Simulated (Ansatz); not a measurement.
One crystal and one scan (energy against volume) at two levels, PBEsol (plane waves to 420 eV, PAW, scalar-relativistic; Ansatz, a first-principles code) and PBE (plane waves to 420 eV, PAW, scalar-relativistic; Ansatz), each from its own relaxed cell and on its own mesh. The cell shown is that of PBEsol.

MoSi$_{2}$ (MoSi2 type, space group I4/mmm)

```yaml
crystal:
  lattice:
    - [-1.59511, 1.59511, 3.91030]
    - [1.59511, -1.59511, 3.91030]
    - [1.59511, 1.59511, -3.91030]
  atoms:
    - { symbol: Mo, position: [0.00000, 0.00000, 0.00000] }
    - { symbol: Si, position: [0.33509, 0.33509, 0.00000] }
    - { symbol: Si, position: [0.66491, 0.66491, 0.00000] }
```

Equation-of-state scan: isotropic scaling of the cell above, V₀ being its volume. The atoms relax within the cell's symmetry.

The energy includes the smearing's −TS. MoSi2 is run without spin polarisation. MoSi2 was relaxed with its symmetry unable to fall. With the shape held, the modulus is that of even scaling; a crystal free to change shape is softer. Percentages come from the unrounded values. Both scans cover V/V₀ from 0.940 to 1.060.

Results of PBEsol:

```
Property                                                                     Value
---------------------------------------------------------------------------  -----
Lattice constant a (Å)                                                       3.190
Lattice constant c (Å)                                                       7.821
Relaxed volume (Å³/atom)                                                     13.27
Pressure at the smallest volume (GPa)                                         15.6
Energy cost of the largest compression (meV/atom)                               37
Bulk modulus at fixed cell shape B₀ (third-order Birch-Murnaghan fit) (GPa)  219.7
Pressure for 5 % compression (fit) (GPa)                                      12.6
```

Question: Estimate the PBE values.

Answer: 
```csv
quantity,PBE,PBEsol − PBE
Lattice constant a (Å),3.217,-0.027 (-0.8 %)
Lattice constant c (Å),7.873,-0.052 (-0.7 %)
Relaxed volume (Å³/atom),13.58,-0.31 (-2.3 %)
Pressure at the smallest volume (GPa),14.6,+1.0 (+7 %)
Energy cost of the largest compression (meV/atom),35,+2 (+5 %)
Bulk modulus at fixed cell shape B₀ (third-order Birch-Murnaghan fit) (GPa),205.0,+14.7 (+7.2 %)
Pressure for 5 % compression (fit) (GPa),11.8,+0.8 (+7 %)
```

PBEsol gives the higher value for: pressure at the smallest volume; bulk modulus at fixed cell shape B₀; pressure for 5 % compression. PBEsol gives the lower value for: lattice constant a; lattice constant c; relaxed volume.

(A scan under strain: stresses follow from slopes of the energy per volume, elastic moduli from its curvatures.)
